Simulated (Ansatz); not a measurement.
# Property card for BeCd₃S₂

These are results of DFT PBE, scalar-relativistic, plane waves, PAW (Ansatz), not measurements.

Cutoff 420 eV; k points 10×10×4 on the computed 6-atom cell (Γ-centred); Gaussian smearing, width 0.10 eV; no spin polarisation.

The structure is relaxed at this level of theory with its symmetry kept, and needn't be the ground state of this composition.

```cif
data_structure
_symmetry_space_group_name_H-M 'P-4m2'
_symmetry_Int_Tables_number 115
_cell_length_a 4.1141
_cell_length_b 4.1141
_cell_length_c 9.4416
_cell_angle_alpha 90.000
_cell_angle_beta 90.000
_cell_angle_gamma 90.000
_cell_volume 159.81
loop_
_atom_site_label
_atom_site_type_symbol
_atom_site_symmetry_multiplicity
_atom_site_Wyckoff_symbol
_atom_site_fract_x
_atom_site_fract_y
_atom_site_fract_z
_atom_site_occupancy
Be1 Be 1 d 0.00000 0.00000 0.50000 1
Cd1 Cd 1 b 0.50000 0.50000 0.00000 1
Cd2 Cd 1 a 0.00000 0.00000 0.00000 1
Cd3 Cd 1 c 0.50000 0.50000 0.50000 1
S1 S 2 g 0.00000 0.50000 0.35659 1
```

| Property | Result |
| --- | --- |
| Space group | P-4m2 (No. 115) |
| Volume per atom | 26.64 Å³ |
| Formation energy from the elements' standard states (uncorrected) | -0.087 eV/atom |
| Kohn–Sham band gap | none (metal) |
| Density of states at the Fermi level | 1.0 states/eV per cell |
| Bader charge by site (e) | Be (1 in the cell) 1.52, Cd (1 in the cell) 0.06, Cd (1 in the cell) 0.06, Cd (1 in the cell) 0.76, S (2 in the cell) -1.20 |

The cell holds layers, chains or molecules and no dispersion correction was added, so their binding is poorly described.

The cell was found from a structure generator's guess, not taken from experiment.
